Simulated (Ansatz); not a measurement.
## Data sheet: Li (DFT)

Li:
```yaml
crystal:
  lattice:
    - [0.00000, 2.18757, 2.18757]
    - [2.18757, 0.00000, 2.18757]
    - [2.18757, 2.18757, 0.00000]
  atoms:
    - { symbol: Li, position: [0.00000, 0.00000, 0.00000] }
```

Space group Fm-3m (No. 225), fcc (Cu type); conventional cell a = b = c = 4.3751 Å, α = β = γ = 90.00°.

Method: DFT-r²SCAN in the program Ansatz with PAW potentials. Structure relaxed to zero pressure with the same functional. Other levels are named where they apply.

**Cell and energy**

Volume per atom: 20.94 Å³
Density: 0.55 g/cm³

**Electronic structure**

* **Electronic character**: metallic (no gap)
* **Density of states at the Fermi level**: 0.48 states/eV per atom (mean over ±0.08 eV)

The first step of the workflow began from a Materials Project structure, measured or hypothetical; the Crystallography Open Database files this formula in space group No. 225, but the cells were not matched. It is not the phase usual at ambient conditions (space group No. 229). Symmetry was held in the r²SCAN relaxation; its stability against distortions is not shown here.

Potentials: the earlier of the program's two PAW sets.
